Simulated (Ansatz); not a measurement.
Space group Fm-3m (No. 225). a = 4.525 Å, b = 4.525 Å, c = 4.525 Å, α = 90.00°, β = 90.00°, γ = 90.00°
```csv
atom,site,symmetry,x,y,z
Hf,4a,m-3m,0.0000,0.0000,0.0000
N,4b,m-3m,0.5000,0.0000,0.0000
```

Equation of state of this HfN structure (not necessarily the ground state), with shape and atoms relaxed at each volume where symmetry leaves them free. It has no gap at any of these volumes. Method: DFT r2SCAN, scalar-relativistic, plane waves, PAW in Ansatz.

Settings: cutoff 500 eV, Γ-centred mesh 16×16×16 on the computed 2-atom cell, Gaussian smearing of 0.10 eV; no spin polarisation.

| V (Å³/atom) | E − E(largest V) (meV/atom) | P (GPa) |
| --- | --- | --- |
| 10.890 | 7.50 | 19.86 |
| 11.238 | -23.64 | 9.14 |
| 11.585 | -33.26 | -0.02 |
| 11.933 | -24.49 | -7.85 |
| 12.280 | 0.00 | -14.54 |

Task: Fit a third-order Birch–Murnaghan equation to E(V).

Result: V0 = 11.58 Å³/atom, B0 = 282 GPa, B0' = 4.2.

Spin-orbit coupling is left out, which matters for the bands of heavy elements. Spin polarisation was left out, and a magnetic state may lie lower.